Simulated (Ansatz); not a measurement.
Every step of a relaxation of hcp Zn (0001), 4 layers

DFT, PBEsol, PAW with Ansatz's default frozen-core files, scalar-relativistic (Ansatz 0.2.0); a Γ-centred 16×16×1 k mesh, Fermi–Dirac smearing of 0.1 eV, no spin polarisation. The run relaxes the atoms in the fixed cell.

Command: `ansatz run input.yaml --threads 1 --pin off --max-ram 3584MiB --backend cpu --events-out ev --progress --plain --runs-dir out` It took 47 s on 1 thread of Intel(R) Xeon(R) Platinum 8488C (Sapphire Rapids) (shared host), peak memory 0.45 GiB.

```yaml
crystal:
  lattice:
    - [2.5896975869, 0.0, 0.0]
    - [-1.2948487935, 2.2427438984, 0.0]
    - [0.0, 0.0, 23.3765]
  atoms:
    - { symbol: Zn, position: [0.833333333, 0.166666667, 0.342225085] }
    - { symbol: Zn, position: [0.166666667, 0.833333333, 0.4474083619] }
    - { symbol: Zn, position: [0.833333333, 0.166666667, 0.5525916381] }
    - { symbol: Zn, position: [0.166666667, 0.833333333, 0.657774915] }
kpoints:
  mp_grid: { grid: [16, 16, 1] }
scf:
  occupations: { method: fermi_dirac, width: 0.1 }
hamiltonian:
  xc: pbesol
  pseudopotentials: { kind: paw }
output:
  forces: true
  stress: true
  eigenvalues: true
relax:
  f_tol: 0.01
  max_steps: 40
efield:
  axis: 3
  amplitude: 0
  dipole_correction: true
```

Each step lists its free energy a cell above the last geometry, and Cartesian positions (Å) with forces (eV/Å).

The first step:

```
step 1  dF = 25.80 meV
  Zn 1.9423 0.3738 8.0000   0.0000 0.0000 0.0944
  Zn -0.6474 1.8690 10.4588   0.0000 0.0000 0.1576
  Zn 1.9423 0.3738 12.9177   0.0000 0.0000 -0.1576
  Zn -0.6474 1.8690 15.3765   0.0000 0.0000 -0.0944
```

The PAW files were made under PBE.

Where does the relaxation end, and by which steps?

After 3 geometries, with a shortest distance of 2.590 Å. The further steps:
```
step 2  dF = 0.53 meV
  Zn 1.9423 0.3738 8.1091   0.0000 0.0000 0.0188
  Zn -0.6474 1.8690 10.5226   0.0000 0.0000 0.0207
  Zn 1.9423 0.3738 12.8539   0.0000 0.0000 -0.0207
  Zn -0.6474 1.8690 15.2674   0.0000 0.0000 -0.0188
step 3  dF = 0.00 meV
  Zn 1.9423 0.3738 8.1291   0.0000 0.0000 -0.0015
  Zn -0.6474 1.8690 10.5316   0.0000 0.0000 -0.0012
  Zn 1.9423 0.3738 12.8449   0.0000 0.0000 0.0012
  Zn -0.6474 1.8690 15.2474   0.0000 0.0000 0.0015
```
